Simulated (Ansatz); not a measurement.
## A trial form of Zn2SiN

Computed with Ansatz 0.2.0, DFT PBE, scalar-relativistic, plane waves, PAW. Cutoff 420 eV, Gaussian smearing, Γ-centred meshes. Cell and atoms relax first on a coarse mesh and then on a finer one. In between, the cell is made exact in the group found at 0.06 Å. In metals the finer mesh still leaves noise of several meV/atom or more. The steps can't lower the symmetry of their start. Collinear spin is switched on along the way, since trial moments persisted in a coarse test.

The cell of Zn2SiN is invented: random cell by space group and Wyckoff sites (P6/mmm, No. 191). Lengths were set from tabulated atomic sizes, so they are only a guess.

```cif
data_structure
_symmetry_space_group_name_H-M 'P 1'
_symmetry_Int_Tables_number 1
_cell_length_a 3.4445
_cell_length_b 3.4445
_cell_length_c 6.0576
_cell_angle_alpha 90.000
_cell_angle_beta 90.000
_cell_angle_gamma 120.000
_cell_volume 62.24
loop_
_atom_site_label
_atom_site_type_symbol
_atom_site_fract_x
_atom_site_fract_y
_atom_site_fract_z
_atom_site_occupancy
Zn1 Zn 0.00000 0.00000 0.26318 1
Zn2 Zn 0.00000 0.00000 0.73682 1
Si1 Si 0.00000 0.00000 0.00000 1
N1 N 0.00000 0.00000 0.50000 1
```

The zero of energy is the elements' standard structures at the same level (N₂ as a molecule); no fitted shifts are applied.

Question: What does it relax into?

Answer: The symmetry stays P6/mmm (No. 191). The volume per atom grows by 1.4 %, from 15.6 to 15.8 Å³. The shortest distance goes from 1.43 Å (Zn–N) to 1.85 Å (Zn–N). The ratio c/a of the conventional cell changes by a factor of 1.65. The energy falls by about 4.4 eV/atom (the start's value is from the coarse mesh). Conventional cell: a = 2.928 Å, c = 8.499 Å. Around Zn lie 1 N at 1.85 Å and 1 Si at 2.40 Å; Si has 2 Zn at 2.40 Å and 6 Si at 2.93 Å; N has 2 Zn at 1.85 Å.

```
CELL_PARAMETERS angstrom
2.92771 0.00000 0.00000
-1.46386 2.53547 0.00000
0.00000 0.00000 8.49903
ATOMIC_POSITIONS crystal
Zn 0.00000 0.00000 0.28276
Zn 0.00000 0.00000 0.71724
Si 0.00000 0.00000 0.00000
N 0.00000 0.00000 0.50000
```

Question: How does it come out in energy, and is it a metal?

Answer: The formation energy is +0.95 eV/atom, the gap on the 18×18×6 mesh of the 4-atom cell is 0 eV (a metal) and the net moment per atom is 0.30 μB. The moment by site is N 0.9 μB.

The separate elements lie lower, so it is unstable against them.

The last run used collinear spin and Gaussian smearing of 0.10 eV. Another magnetic order may lie lower. Symmetry constrained the relaxation, so the result can be a saddle point. In all, the 5 runs took 17 min on 1 thread of Intel(R) Xeon(R) Processor @ 2.50GHz (Skylake/Cascade Lake) (shared host). Another cell of Zn2SiN relaxed alike but without spin, in P-4m2, lies 0.54 eV/atom lower, so this cell isn't the stable form at this level. Site moments count only spheres around the atoms; the net moment includes the space between them.
